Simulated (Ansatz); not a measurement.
# Zincblende alloy of ZnS and ZnSe (26 of 32 S sites exchanged), 64 atoms

All numbers below come from DFT, PBEsol, PAW, plane waves in Ansatz 0.2.0.

Command:

```sh
ansatz run in.yaml --threads 8 --pin off --max-ram 118750MiB --runs-dir r --events-out ev --progress --plain --backend cuda --devices 0, --max-vram 170GiB
```

The input less its lattice and atoms:

```yaml
crystal:
  symmetry: { detect: false }
kpoints:
  mp_grid: { grid: [1, 1, 1], shift: [0.25, 0.25, 0.25] }
hamiltonian:
  xc: pbesol
scf:
  occupations: { method: fermi_dirac, width: 0.01 }
relax:
  f_tol: 0.03
  max_steps: 80
  escape_saddle: false
  adjacent_minimum: "off"
  cell: { fix: [shape] }
output:
  forces: true
  eigenvalues: true
  populations: true
```

Start:

```xyz
64
Lattice="11.1614 0.0000 0.0000 0.0000 11.1614 0.0000 0.0000 0.0000 11.1614" Properties=species:S:1:pos:R:3 pbc="T T T"
Zn   11.1446    0.0083    0.0022
Zn   11.1555   11.1613    5.5849
Zn   11.1373    5.5964    0.0055
Zn    0.0223    5.6024    5.5754
Zn    5.5407   11.1551   11.1273
Zn    5.6014    0.0224    5.5786
Zn    5.5554    5.5620    0.0377
Zn    5.6211    5.6073    5.5926
Zn    2.7887    2.7460    0.0148
Zn    2.7666    2.7839    5.5390
Zn    2.7825    8.3507    0.0124
Zn    2.7973    8.4008    5.5637
Zn    8.3701    2.7992    0.0127
Zn    8.3437    2.7856    5.5716
Zn    8.3770    8.3538   11.1520
Zn    8.3726    8.3533    5.5766
Zn    2.8472    0.0131    2.7698
Zn    2.7748   11.1357    8.3371
Zn    2.7810    5.5414    2.8038
Zn    2.7781    5.5873    8.3678
Zn    8.3604    0.0110    2.7776
Zn    8.3348    0.0019    8.3776
Zn    8.3515    5.5579    2.7909
Zn    8.3768    5.5718    8.3514
Zn   11.1518    2.7842    2.8049
Zn    0.0128    2.8037    8.3577
Zn   11.1559    8.3668    2.8084
Zn    0.0055    8.3855    8.3929
Zn    5.5909    2.7613    2.8099
Zn    5.5847    2.7700    8.3724
Zn    5.5695    8.3836    2.7881
Zn    5.5915    8.3247    8.3822
Se    1.3863    1.4265    1.4135
Se    1.3477    1.3729    7.0121
Se    1.3835    6.9994    1.3990
Se    1.3767    6.9699    7.0005
Se    6.9536    1.3852    6.9968
Se    6.9605    6.9490    1.4219
Se    6.9775    7.0007    6.9691
Se    4.2454    4.1862    6.9854
Se    4.2206    9.7507    1.4044
Se    4.1755    9.7895    6.9785
Se    9.7886    4.1736    1.4065
Se    9.8217    4.2160    6.9631
Se    9.7614    9.7672    1.4099
Se    9.7514    9.8202    6.9745
Se    4.1998    1.3979    4.2073
Se    4.1890    1.3650    9.7385
Se    4.2069    6.9522    4.1705
Se    4.1833    6.9773    9.7608
Se    9.7468    1.3967    4.1364
Se    9.7800    1.4179    9.7171
Se    9.7697    6.9680    9.7985
Se    1.3662    4.2100    4.1623
Se    1.4099    4.1630    9.7833
Se    1.4303    9.7433    4.1972
Se    1.4083    9.7659    9.8009
Se    6.9712    9.7688    4.1752
S     6.9414    1.4049    1.3818
S     4.1651    4.1729    1.4099
S     9.7516    6.9785    4.1794
S     6.9999    4.2048    4.1551
S     6.9433    4.1899    9.7764
S     6.9965    9.7910    9.8053
```

Steps:

| step | energy less the first (eV) | largest force component (eV/Å) | pressure (GPa) |
| --- | --- | --- | --- |
| start | 0.000 | 0.871 | 0.27 |
| 1 | -0.761 | 0.398 | -0.05 |
| 2 | -0.903 | 0.038 | -0.05 |
| 3 | -0.905 | 0.050 | 0.00 |
| 4 | -0.906 | 0.031 | 0.00 |
| 5 | -0.906 | 0.001 | 0.00 |

A structure on the way, about -0.76 eV from the start:

```
Zn Se S
1.0
    11.16768    0.00000    0.00000
     0.00000   11.16768    0.00000
     0.00000    0.00000   11.16768
Zn Se S
32 26 6
Direct
  0.99787 0.00086 0.00070
  0.99828 0.00014 0.50141
  0.99655 0.50080 0.00034
  0.99738 0.50242 0.49804
  0.50432 0.00054 0.99796
  0.50254 0.00214 0.49977
  0.50065 0.49348 0.00284
  0.50443 0.49893 0.49863
  0.25306 0.25115 0.00374
  0.25097 0.25103 0.49718
  0.24940 0.74794 0.00134
  0.25137 0.75258 0.49778
  0.74394 0.25156 0.00223
  0.74515 0.25268 0.49679
  0.74657 0.75111 0.99741
  0.75233 0.74554 0.49662
  0.25404 0.00029 0.24878
  0.25180 0.00025 0.74853
  0.25428 0.49345 0.24735
  0.24996 0.50143 0.74979
  0.74586 0.00424 0.24629
  0.74594 0.99706 0.75264
  0.74698 0.49865 0.25521
  0.74623 0.49505 0.75281
  0.99830 0.25023 0.25024
  0.99865 0.25087 0.75084
  0.99570 0.74671 0.25209
  0.00052 0.75008 0.75148
  0.50521 0.25173 0.24746
  0.50249 0.25275 0.75286
  0.49997 0.75012 0.24930
  0.50433 0.74819 0.75401
  0.12587 0.12645 0.12602
  0.12411 0.12618 0.62567
  0.12455 0.62335 0.12684
  0.12411 0.62515 0.62367
  0.62500 0.12640 0.62718
  0.62483 0.62213 0.12559
  0.62667 0.62458 0.62506
  0.37807 0.37565 0.62511
  0.37856 0.87528 0.12329
  0.37756 0.87487 0.62623
  0.87176 0.37544 0.12638
  0.87356 0.37593 0.62396
  0.87177 0.87517 0.12562
  0.87265 0.87424 0.62514
  0.37876 0.12781 0.37308
  0.37786 0.12556 0.87657
  0.37635 0.62196 0.37372
  0.37768 0.62358 0.87713
  0.87200 0.12568 0.37295
  0.87080 0.12662 0.87562
  0.87164 0.62457 0.87549
  0.12398 0.37686 0.37357
  0.12627 0.37486 0.87655
  0.12402 0.87395 0.37443
  0.12609 0.87595 0.87660
  0.62588 0.87511 0.37381
  0.62251 0.12731 0.12347
  0.37814 0.37282 0.12516
  0.87324 0.62334 0.37406
  0.62522 0.37567 0.37304
  0.62303 0.37381 0.87763
  0.62579 0.87597 0.87672
```

End:

```xyz
64
Lattice="11.1619 0.0000 0.0000 0.0000 11.1619 0.0000 0.0000 0.0000 11.1619" Properties=species:S:1:pos:R:3 pbc="T T T"
Zn   11.1524    0.0092    0.0125
Zn   11.1369    0.0054    5.5806
Zn   11.1392    5.5810    0.0121
Zn   11.1042    5.6272    5.5314
Zn    5.6864    0.0153    0.0101
Zn    5.5914    0.0113    5.5814
Zn    5.5920    5.4839    0.0141
Zn    5.6436    5.5291    5.5277
Zn    2.8660    2.8400    0.0607
Zn    2.8017    2.8002    5.5783
Zn    2.8015    8.3653    0.0122
Zn    2.8064    8.3594    5.5806
Zn    8.2701    2.7973    0.0132
Zn    8.3082    2.8437    5.5279
Zn    8.3097    8.4114   11.1256
Zn    8.4159    8.3145    5.5351
Zn    2.8021    0.0001    2.7906
Zn    2.8111    0.0187    8.3916
Zn    2.8630    5.5152    2.7269
Zn    2.8035    5.5878    8.3650
Zn    8.3055    0.0709    2.7244
Zn    8.3170   11.1144    8.4161
Zn    8.3646    5.5844    2.8813
Zn    8.3038    5.5184    8.4389
Zn   11.1518    2.7964    2.7870
Zn   11.1409    2.7952    8.3768
Zn   11.0922    8.3116    2.8355
Zn   11.1503    8.3639    8.3744
Zn    5.6430    2.8401    2.7363
Zn    5.6351    2.8414    8.4288
Zn    5.5878    8.3619    2.7852
Zn    5.6443    8.4124    8.4290
Se    1.4095    1.4121    1.3925
Se    1.3913    1.3970    6.9756
Se    1.3937    6.9577    1.4156
Se    1.3777    6.9663    6.9608
Se    6.9788    1.4129    6.9904
Se    6.9778    6.9413    1.3921
Se    6.9845    6.9580    6.9777
Se    4.2215    4.1848    6.9747
Se    4.2202    9.7822    1.3778
Se    4.2056    9.7612    6.9917
Se    9.7128    4.1838    1.4068
Se    9.7287    4.1988    6.9628
Se    9.7304    9.7620    1.4003
Se    9.7368    9.7527    6.9764
Se    4.2217    1.4276    4.1518
Se    4.2308    1.4089    9.7988
Se    4.2006    6.9394    4.1698
Se    4.2230    6.9561    9.7855
Se    9.7257    1.4078    4.1696
Se    9.7139    1.3994    9.7843
Se    9.7251    6.9704    9.7690
Se    1.3946    4.2037    4.1702
Se    1.4081    4.1815    9.7850
Se    1.3758    9.7486    4.1788
Se    1.3923    9.7644    9.7712
Se    6.9939    9.7663    4.1708
S     6.9553    1.4280    1.3796
S     4.2396    4.1672    1.3959
S     9.7395    6.9534    4.1791
S     6.9720    4.1819    4.1469
S     6.9594    4.1694    9.8030
S     6.9711    9.7803    9.7855
```

The calculation finished and met its thresholds.

Time: 6.8 s of wall time on one NVIDIA GB200 with 8 processor threads, on a host shared with other runs; peak host memory 2 GiB.

How much energy did the relaxation gain, and which atom moved most?

0.91 eV in 5 steps, from a start with small random displacements; atom 5 (Zn) moved 0.15 Å, the median atom 0.05 Å (drift of the whole cell removed).
